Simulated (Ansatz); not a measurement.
Mechanical response of LuP (Fm-3m)

```
Lu P
1.0
     0.00000    2.72357    2.72357
     2.72357    0.00000    2.72357
     2.72357    2.72357    0.00000
Lu P
1 1
Direct
  0.00000 0.00000 0.00000
  0.50000 0.50000 0.50000
```

Level of theory, where no other is named: PBEsol, all-electron LAPW in Ansatz 0.2.0, scalar-relativistic. k mesh 16×16×16, Fermi-Dirac smearing of 0.100 eV, basis error target 0.5 meV/atom. The cell was relaxed by PAW under this functional, which moved its volume by -4 % from the database entry's. This phase needn't be the one found at ambient conditions.

The cell is cubic and carries a residual pressure of -0.02 GPa at this level. Each strain component that symmetry leaves independent is applied at ±0.003 and ±0.006, the ions relax wherever a strain frees them, and the stress (tension positive, GPa) is read. Shears are engineering strains, γ = 2ε.

```
strain    size      σxx      σyy      σzz      σyz     σxz     σxy
    xx  -0.006  -1.4516  -0.1206  -0.1206   0.0000  0.0000  0.0000
    xx  -0.003  -0.7042  -0.0515  -0.0515   0.0000  0.0000  0.0000
    xx  +0.003   0.7153   0.0874   0.0874   0.0000  0.0000  0.0000
    xx  +0.006   1.3887   0.1572   0.1572   0.0000  0.0000  0.0000
    yz  -0.006   0.0186   0.0175   0.0175  -0.3081  0.0000  0.0000
    yz  -0.003   0.0180   0.0178   0.0178  -0.1541  0.0000  0.0000
    yz  +0.003   0.0180   0.0178   0.0178   0.1541  0.0000  0.0000
    yz  +0.006   0.0186   0.0175   0.0175   0.3081  0.0000  0.0000
```

The slope is [8(σ(+δ) − σ(−δ)) − (σ(+2δ) − σ(−2δ))]/(12δ), and the program imposes the crystal's symmetry on the matrix.

What are the independent elastic constants?

C11 = 236.6, C12 = 23.2, C44 = 51.4 GPa.

Do they meet the Born conditions?

C11 − C12 = 213.4, C11 + 2C12 = 282.9 and C44 = 51.4 GPa must all be positive, so the crystal is elastically stable; that says nothing yet of its phonons.

What moduli does a random aggregate of grains have?

B = (C11 + 2C12)/3 = 94.3 GPa. G_V = (C11 − C12 + 3C44)/5 = 73.5 and G_R = 5(C11 − C12)C44/(4C44 + 3(C11 − C12)) = 64.8, so G_H = 69.1 GPa. Then E = 9BG/(3B + G) = 166.7 GPa, ν = (3B − 2G)/(6B + 2G) = 0.205 and B/G = 1.36, on the brittle side of Pugh's 1.75 (a rule of thumb).

With the density of 8.464 g/cm³, how fast does sound travel, and what Debye temperature follows?

```json
{"direction": "[100]", "slow (m/s)": "2463", "middle (m/s)": "2463", "fast (m/s)": "5287"}
{"direction": "[110]", "slow (m/s)": "2463", "middle (m/s)": "3551", "fast (m/s)": "4627"}
{"direction": "[111]", "slow (m/s)": "3229", "middle (m/s)": "3229", "fast (m/s)": "4385"}
```

The mean of v⁻³ over directions and branches gives v_m = 3114 m/s and θ_D = (ħ/k_B) v_m (6π²n)^(1/3) = 340 K, n being atoms per volume. Young's modulus spans 130 to 232 GPa over directions, and the universal anisotropy index is 0.67.

How far do the constants move if PAW replaces LAPW in the same cell?

```tsv
constant	LAPW (GPa)	PAW (GPa)	difference
C11	236.6	236.8	0.2
C12	23.2	23.2	0.0
C44	51.4	51.3	-0.1
```

How do the constants change if the ions are clamped to the homogeneous strain?

None moves by more than 0.3 GPa: by symmetry a homogeneous strain puts no force on these sites.

Keep in mind: responses of metals move with mesh and smearing; the frozen-core PAW files of the compared runs were fitted under PBE, their cores solved anew for this functional.
